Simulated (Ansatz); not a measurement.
In plane-wave PAW r²SCAN (Ansatz code), Se in the diamond structure (Fd-3m) relaxes to a = 6.288 Å. Se has 4 nearest neighbours from 2.72 Å (tetrahedral).

Electronic character: metallic (no gap). Gap from r²SCAN with spin–orbit coupling: none (metallic).

An equation-of-state fit gives a bulk modulus of 41.9 GPa.

The start of the workflow was typed in or built on a structure type; neither database checked (COD, Materials Project) lists it. It is not the phase usual at ambient conditions (space group No. 152). Symmetry was held in the r²SCAN relaxation; whether a distortion lowers the energy is not shown. The volume moved by 26 % from the start of the relaxation. Spin–orbit coupling is left out wherever it is not named.

Potentials: the later of the program's two PAW sets.
